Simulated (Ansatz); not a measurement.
How far is PAW off for SbAs?

```
CELL_PARAMETERS angstrom
2.01275 1.16206 3.68458
-2.01275 1.16206 3.68458
0.00000 -2.32412 3.68458
ATOMIC_POSITIONS crystal
Sb 0.50000 0.50000 0.50000
As 0.00000 0.00000 0.00000
```

Atoms are numbered in the order listed.

Conventional cell: a = 4.025 Å, b = 4.025 Å, c = 11.054 Å, α = 90.00°, β = 90.00°, γ = 120.00°. Sb (atom 1) is surrounded by 6 As at 2.97 Å. As (atom 2) is surrounded by 6 Sb at 2.97 Å.

The cell comes from COD entry 9001315, which wasn't checked; take it as a given geometry. The listed cell was then made from it by scaling, straining or moving an atom.

No spin–orbit coupling, which matters for the heavy atoms here.

Levels of theory: DFT, PBEsol, PAW with Ansatz's default frozen-core files, scalar-relativistic (Ansatz 0.2.0); DFT, PBEsol, all-electron PAW with datasets made for the crystal, scalar-relativistic (Ansatz 0.2.0); DFT, PBEsol, all-electron LAPW, scalar-relativistic (Ansatz 0.2.0).

For PAW: a Γ-centred 11×11×11 k mesh, Fermi–Dirac smearing of 0.05 eV, cutoff 420 eV, no spin polarisation; the PAW files were made with PBE, and the program remakes their frozen cores for this functional. The crystal-made all-electron datasets (AE datasets) take a cutoff of 160 eV at this cell. LAPW targets a basis error of 1 meV/atom. The Ansatz runs share mesh, smearing and spin set-up. Plane-wave (PAW) pressures include the program's estimate of the Pulay term.

Stress and pressure are positive in compression.

Spin–orbit coupling is left out, which moves gradients at and beside heavy atoms by some per cent and at worst by a factor of two.

In a metal, gradients converge slowly with the k mesh: the values move by tens of per cent from one mesh to another, at times in sign, so only the comparison on one mesh counts.

```
                             quantity    PAW  AE datasets   LAPW
                       pressure (GPa)  -5.21        -5.20  -5.19
                      stress xx (GPa)  -3.61        -3.61  -3.60
                      stress zz (GPa)  -8.39        -8.38  -8.37
field gradient Vzz at Sb1 (10²¹ V/m²)      ?            ?      –
field gradient Vzz at As2 (10²¹ V/m²)   4.93         4.94      –
```

**Question.** Give the missing entry: row "field gradient Vzz at Sb1 (10²¹ V/m²)", column "AE datasets".

**Answer.** 2.93.

**Question.** Give the missing entry: row "field gradient Vzz at Sb1 (10²¹ V/m²)", column "PAW".

**Answer.** 2.98.
